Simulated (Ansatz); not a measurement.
NaAg₂, a known structure type with other elements, at an estimated volume

```
Ag Na
1.0
     0.00000    3.94197    3.94197
     3.94197    0.00000    3.94197
     3.94197    3.94197    0.00000
Ag Na
4 2
Direct
  0.50000 0.50000 0.50000
  0.00000 0.50000 0.50000
  0.50000 0.50000 0.00000
  0.50000 0.00000 0.50000
  0.12500 0.12500 0.12500
  0.87500 0.87500 0.87500
```

Level: r2SCAN, no spin polarisation; 500 eV; 8×8×8 Γ-centred mesh; fermi-dirac occupations (width 0.1 eV); Ansatz 0.2.0, fixed geometry.

Task: What is the formation energy?

Result: -0.07 eV an atom against the elements' usual phases (free molecules for gases, crystals otherwise, with no correction for O₂ or N₂), so it is bound against them; other compounds may still compete. Relaxing would lower it.

Task: What happens at the Fermi level?

Result: It is a metal, with about 1.7 states/eV a cell as the mean within 0.25 eV of the Fermi level.

Task: What do density and ELF say about some of the short contacts?

Result: Ag–Ag at 2.79 Å: least valence density 0.26 e/Å³ and ELF 0.18 there. Ag–Na at 3.27 Å: least valence density 0.05 e/Å³ and ELF 0.04 there. Na–Na at 3.41 Å: least valence density 0.03 e/Å³ and ELF 0.09 there, so no covalent bond. These are pseudo-fields; inside the PAW spheres they differ from the all-electron ones.

Task: What does the stress say?

Result: The pressure is 0.8 GPa (compression positive), so with the atoms held at these fractions the cell would first expand.

Task: Give the Bader charges.

Result: Bader charges in e: Na +0.79, Ag -0.39. In the mean Na gives up most and Ag takes most.

Origin: a known structure type with other elements, at an estimated volume, so it need not be a known compound.
